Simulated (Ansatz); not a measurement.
Ga₂S₃:
Space group Cc (No. 9); a = 11.122 Å, b = 6.393 Å, c = 7.004 Å, α = 90.00°, β = 121.02°, γ = 90.00°

```json
[
 {"atom": "Ga", "site": "4a", "symmetry": "1", "x": "0.2973", "y": "0.5669", "z": "0.3806"},
 {"atom": "Ga", "site": "4a", "symmetry": "1", "x": "0.4564", "y": "0.0968", "z": "0.3716"},
 {"atom": "S", "site": "4a", "symmetry": "1", "x": "0.1593", "y": "0.4037", "z": "0.4949"},
 {"atom": "S", "site": "4a", "symmetry": "1", "x": "0.3225", "y": "0.0836", "z": "0.9869"},
 {"atom": "S", "site": "4a", "symmetry": "1", "x": "0.0034", "y": "0.0865", "z": "0.0169"}
]
```
(The calculation used a cell of 10 atoms; values per cell refer to that cell.)

Relaxed with PBEsol. DFT-PBEsol in the program Ansatz with PAW potentials gives a gap of 1.76 eV.

Question: What gap does HSE06 give on the same cell (Ansatz, PAW)?

Answer: 2.97 eV, 1.21 eV more. The hybrid was solved on a coarser mesh and at special points; the gap given is the minimum over both.

Cost on shared cores: the PBEsol run (SCF on a 5×5×5 mesh, then bands and DOS) roughly 7 core-minutes, the HSE06 run (SCF on 3×3×3, then a few points) roughly 6 core-minutes; the tasks are unlike.

The first step of the workflow began from a Materials Project structure, measured or hypothetical; the Crystallography Open Database files this formula in space group No. 9, but the cells were not matched. Whether it is the stable phase at ambient conditions was not checked. The PBEsol relaxation kept the symmetry of its start; whether a distortion lowers the energy is not shown. Scalar-relativistic: spin–orbit coupling is off unless named, which matters more the heavier the elements.

Potentials: the later of the program's two PAW sets.
